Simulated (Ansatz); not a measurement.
GaAs:
```
GaAs
1.0
   -2.54384     2.54384     1.44327
    2.54384    -2.54384     1.44327
    2.54384     2.54384    -1.44327
Ga As
1 1
Direct
  0.25000   0.75000   0.50000
  0.00000   0.00000   0.00000
```

Relaxed with r²SCAN. Special points in fractions of this cell's reciprocal vectors: Γ (0.000, 0.000, 0.000); X (0.000, 0.000, 0.500); M (-0.500, 0.500, 0.500); Z (0.330, 0.330, -0.330); Z0 (-0.330, 0.670, 0.330); P (0.250, 0.250, 0.250); N (0.000, 0.500, 0.000).

Problem. List the band energies nearest the Fermi level at these points for r²SCAN with spin–orbit coupling (plane waves, PAW; program Ansatz).

Solution. In eV from the Fermi level; about four levels below and three above (degenerate sets whole), none deeper than 8.9 eV; points with the same levels are listed once.

```tsv
k	below	above
Γ	-2.73 -2.73 -2.54 -2.54	4.14 4.14 5.02 5.02
X	-0.70 -0.70	2.24 2.24 2.58 2.58
M	-6.17 -6.17 -6.11 -6.11	3.70 3.70 6.63 6.63
Z	-4.10 -4.10 -3.69 -3.69	4.78 4.78 7.06 7.06
P	-5.32 -5.29 -4.02 -3.95	3.58 3.75 4.11
N	-2.03 -2.03 -1.48 -1.48	3.01 3.01 4.01 4.01
```

Space group I-4m2. The workflow started from a Materials Project entry (that database holds measured and hypothetical structures alike); the Crystallography Open Database copy checked does not list it. It is not the phase usual at ambient conditions (space group No. 216). The cell was relaxed with r²SCAN under the symmetry of its start; of distortions, only those at the zone centre were tested.

Potentials: the later of the program's two PAW sets.
